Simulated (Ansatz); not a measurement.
HgO:
```cif
data_Hg3O3
_chemical_formula_sum 'Hg3 O3'
_space_group_name_H-M_alt 'P 1'
_space_group_IT_number 1
_cell_length_a 3.52143
_cell_length_b 3.52143
_cell_length_c 8.61737
_cell_angle_alpha 90.000
_cell_angle_beta 90.000
_cell_angle_gamma 120.000
loop_
_space_group_symop_operation_xyz
  'x, y, z'
loop_
_atom_site_label
_atom_site_type_symbol
_atom_site_fract_x
_atom_site_fract_y
_atom_site_fract_z
_atom_site_occupancy
Hg1 Hg 0.24604 0.24604 0.50000 1
Hg2 Hg 0.75396 0.00000 0.83333 1
Hg3 Hg 0.00000 0.75396 0.16667 1
O1 O 0.53477 0.53477 0.00000 1
O2 O 0.46523 0.00000 0.33333 1
O3 O 0.00000 0.46523 0.66667 1
```

Relaxed with LDA.

Problem. Tabulate the valence density and the electron localisation function along the shortest Hg–Hg contact (3.24 Å), the program Ansatz at the LDA level (PAW).

Solution. 

```
distance from Hg (Å)  density (e/Å³)   ELF
--------------------  --------------  ----
0.32                           12.57  0.64
0.49                            8.48  0.56
0.65                            4.82  0.49
0.81                            2.19  0.40
0.97                            0.87  0.29
1.13                            0.46  0.20
1.30                            0.29  0.17
1.46                            0.24  0.18
1.62                            0.22  0.18
1.78                            0.24  0.18
1.94                            0.29  0.17
2.11                            0.46  0.20
2.27                            0.87  0.29
2.43                            2.19  0.40
2.59                            4.82  0.49
2.75                            8.48  0.56
2.92                           12.57  0.64
```

The density is the valence pseudo-density with augmentation charge, so density and ELF within about 1 Å of a nucleus are not all-electron values.

Space group P3_121. The workflow started from a Materials Project entry (that database holds measured and hypothetical structures alike); the Crystallography Open Database copy checked does not list it. COD files the formula under space group No. 44, 62, so this cell is another polymorph or a model. Its standing as an ambient phase is unchecked. The LDA relaxation kept the symmetry of its start; its stability against distortions is not shown here. A crystal of weakly bound chains computed without a dispersion correction: the cell and the soft elastic constants depend strongly on that. Spin–orbit coupling is left out wherever it is not named.

Potentials: the later of the program's two PAW sets.
